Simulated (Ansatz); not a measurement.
A relaxed cell of Cd₃TeSe₂ is given with its symmetry left out. The cell was found from a structure generator's guess, not taken from experiment.

Method: Ansatz 0.2.0, DFT PBE, scalar-relativistic, plane waves, PAW. Cutoff 420 eV, Γ-centred mesh, Gaussian smearing, no spin polarisation.

```
Cd Te Se
1.0
     4.48156    0.00000    0.00000
    -2.24078    3.88114    0.00000
     0.00000    0.00000   10.98006
Cd Te Se
3 1 2
Cartesian
  0.0000 0.0000 0.0038
  0.0000 2.5874 7.4634
  2.2408 1.2937 3.5060
  0.0000 2.5874 4.6044
  0.0000 0.0000 8.2965
  2.2408 1.2937 0.8310
```

The zero of energy is the elements' standard structures at the same level; no fitted shifts are applied.

(1) What space group does it have?

(2) How far does it lie from the elements in energy?

(3) Is it a metal?

Answers

(1) P3m1 (No. 156), with Te and Se ordered on zinc blende sites. Conventional cell: a = 4.482 Å, c = 10.980 Å. Cd on its first site is surrounded by 4 Se at 2.69–2.72 Å; Cd on its second site has 3 Se at 2.72 Å and 1 Te at 2.86 Å; Te has 4 Cd at 2.81–2.86 Å; Se on its first site has 4 Cd at 2.69–2.72 Å; 2 more sites not described.

(2) −0.561 eV/atom. It lies below the elements, which doesn't yet make it stable against other compounds or structures.

(3) No, the gap on the 12×12×4 mesh is 0.09 eV.

The last run used a 12×12×4 mesh (in the run's order of axes) for its 6-atom cell and Gaussian smearing of 0.01 eV. These runs have no spin–orbit coupling, which can matter for Te. Kohn–Sham gaps at this level usually fall short of measured ones. The missing spin–orbit coupling can work the other way here. The reference forms of Se and Te are held partly by dispersion forces, which this level lacks. Small gaps are read on the mesh alone, and bands can cross between its points. Symmetry constrained the relaxation, so the result can be a saddle point.
